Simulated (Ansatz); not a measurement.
ZrTa:
```yaml
crystal:
  lattice:
    - [1.45522, -5.64858, 0.00000]
    - [1.45522, 5.64858, 0.00000]
    - [0.00000, 0.00000, 4.86092]
  atoms:
    - { symbol: Zr, position: [0.67889, 0.32111, 0.25000] }
    - { symbol: Ta, position: [0.93562, 0.06438, 0.25000] }
    - { symbol: Zr, position: [0.32111, 0.67889, 0.75000] }
    - { symbol: Ta, position: [0.06438, 0.93562, 0.75000] }
```

Relaxed with PBEsol. Special points in fractions of this cell's reciprocal vectors: Γ (0.000, 0.000, 0.000); Y (-0.500, 0.500, 0.000); C0 (-0.267, 0.733, 0.000); Σ0 (0.267, 0.267, 0.000); Z (0.000, 0.000, 0.500); A0 (0.267, 0.267, 0.500); E0 (-0.267, 0.733, 0.500); T (-0.500, 0.500, 0.500); S (0.000, 0.500, 0.000); R (0.000, 0.500, 0.500).

Q: List the band energies nearest the Fermi level at these points for PBEsol (plane waves, PAW; program Ansatz).

A: In eV from the Fermi level; about four levels below and three above (degenerate sets whole), none deeper than 8.9 eV; points with the same levels are listed once.

| k | below | above |
|---|---|---|
| Γ | -1.90 -1.55 -1.17 -0.95 | 0.25 0.37 1.40 |
| Y | -0.96 -0.24 -0.14 -0.07 | 0.29 0.34 1.32 |
| C0 | -2.19 -1.78 -1.56 -1.52 | 0.23 0.37 0.85 |
| Z | -0.67 -0.67 0.00 0.00 | 1.36 1.36 2.06 2.06 |
| A0 | -2.02 -2.02 -0.56 -0.56 | 0.07 0.07 0.95 0.95 |
| T | -1.14 -1.14 -0.36 -0.36 | 0.45 0.45 1.37 1.37 |
| S | -2.35 -2.09 -1.93 -0.89 | 0.25 0.64 0.87 |
| R | -1.83 -1.83 -0.75 -0.75 | 0.05 0.05 1.11 1.11 |

Space group Cmcm. The start of the workflow was typed in or built on a structure type; neither database checked (COD, Materials Project) lists it. Whether it is the stable phase at ambient conditions was not checked. The PBEsol relaxation kept the symmetry of its start. At this level the phase is dynamically unstable (imaginary phonons). No spin polarisation was allowed. Its formation energy is positive at this level, so the cell may be metastable or incomplete. Scalar-relativistic: spin–orbit coupling is off unless named, which matters more the heavier the elements.

Potentials: the later of the program's two PAW sets.
